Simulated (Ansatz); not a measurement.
## Property card for GaN

GaN:
```
GaN
1.0
   -1.42464     1.42464     2.46622
    1.42464    -1.42464     2.46622
    1.42464     1.42464    -2.46622
Ga N
1 1
Direct
  0.75620   0.75620   0.00000
  0.35880   0.35880   0.00000
```

Space group I4mm (No. 107); conventional cell a = 2.849 Å, b = 2.849 Å, c = 4.932 Å, α = 90.00°, β = 90.00°, γ = 90.00°.

Method: HSE06 in the plane-wave PAW code Ansatz. Structure relaxed to zero pressure with the same functional. Other levels are named where they apply.

### Cell and energy

Volume per atom: 10.01 Å³
Density: 6.94 g/cm³

### Electronic structure

- Band gap: 1.46 eV (indirect)
- Valence-band maximum: on the S0–Γ line, 39 % of the way from S0 (k = 0.203, -0.206, 0.206 in fractions of the reciprocal vectors)
- Conduction-band minimum: at X (2 equivalent valleys)
- Smallest direct gap on the standard path: 3.28 eV
- Gap with spin–orbit coupling: 1.46 eV (at the special points and the edges found without it)

### Mechanics

- Bulk modulus (Birch–Murnaghan fit): 195 GPa
- Pressure derivative B′: 2.4

### Charges

* **Bader charges**: Ga +1.73, N -1.73 e

The first step of the workflow began from a Materials Project structure, measured or hypothetical; the Crystallography Open Database copy checked does not list it. It is not the phase usual at ambient conditions (space group No. 186, 216). Symmetry was held in the HSE06 relaxation; its stability against distortions is not shown here. The hybrid was solved on a coarse mesh, the path and, where they were found, the r²SCAN edge points; its band edges are the extreme levels among these. Scalar-relativistic: spin–orbit coupling is off unless named, which matters more the heavier the elements.

Potentials: the earlier of the program's two PAW sets.
